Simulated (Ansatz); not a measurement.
Si:
```
Si
1.0
    3.83230     0.00000     0.00000
   -1.91615     3.31887     0.00000
    0.00000     0.00000     6.34087
Si
4
Direct
  0.33333   0.66667   0.06306
  0.66667   0.33333   0.93694
  0.66667   0.33333   0.56306
  0.33333   0.66667   0.43694
```

Relaxed with r²SCAN.

### Question
Which orbitals make up the states near the band edges in r²SCAN in the plane-wave PAW code Ansatz?

### Answer
Top 1 eV of the valence band: Si 3p 97 %. Bottom 1 eV of the conduction band: Si 3p 54 %, Si 3s 30 %, outside the projected shells 16 %. Projections are on Löwdin-orthogonalised atomic valence shells; empty p or d shells of many metals are not among them.

### Question
Tabulate the density of states.

### Answer
States/eV per cell of 4 atoms, in 0.25 eV bins, energy from the valence-band maximum.

```tsv
E (eV)	total	Si 3p	Si 3s
-7.85	1.53	0.71	0.81
-7.60	1.47	0.73	0.72
-7.35	1.36	0.73	0.62
-7.10	1.31	0.73	0.56
-6.85	1.04	0.58	0.45
-6.60	1.08	0.60	0.47
-6.35	1.10	0.62	0.47
-6.10	0.97	0.55	0.41
-5.85	0.77	0.44	0.32
-5.60	0.68	0.40	0.27
-5.35	0.70	0.46	0.24
-5.10	1.04	0.80	0.23
-4.85	1.63	1.44	0.17
-4.60	1.48	1.28	0.19
-4.35	1.46	1.27	0.18
-4.10	1.83	1.63	0.18
-3.85	2.07	1.86	0.19
-3.60	1.89	1.72	0.15
-3.35	2.43	2.24	0.16
-3.10	2.34	2.18	0.13
-2.85	2.85	2.68	0.14
-2.60	2.93	2.76	0.13
-2.35	2.75	2.61	0.10
-2.10	3.54	3.41	0.08
-1.85	2.24	2.15	0.05
-1.60	1.76	1.70	0.03
-1.35	1.22	1.17	0.02
-1.10	0.84	0.81	0.01
-0.85	0.61	0.59	0.01
-0.60	0.38	0.37	0.00
-0.35	0.19	0.18	0.00
-0.10	0.05	0.05	0.00
0.15	0.00	0.00	0.00
0.40	0.00	0.00	0.00
0.65	0.04	0.02	0.01
0.90	0.47	0.23	0.16
1.15	1.07	0.56	0.34
1.40	1.49	0.83	0.42
1.65	2.10	1.20	0.55
1.90	2.71	1.60	0.66
2.15	2.00	1.16	0.48
2.40	2.35	1.38	0.48
2.65	3.10	1.96	0.52
2.90	2.80	1.87	0.39
3.15	2.83	1.85	0.38
3.40	2.98	1.91	0.40
3.65	2.99	1.93	0.36
3.90	2.83	1.79	0.32
4.15	2.20	1.35	0.28
4.40	2.01	1.21	0.23
4.65	2.82	1.66	0.34
4.90	2.74	1.52	0.33
5.15	2.03	1.06	0.21
```

Space group P6_3/mmc. The workflow started from a Materials Project entry (that database holds measured and hypothetical structures alike); the Crystallography Open Database copy checked does not list it. It is not the phase usual at ambient conditions (space group No. 227). Symmetry was held in the r²SCAN relaxation; phonons on a q-mesh show no instability.

Potentials: the earlier of the program's two PAW sets.
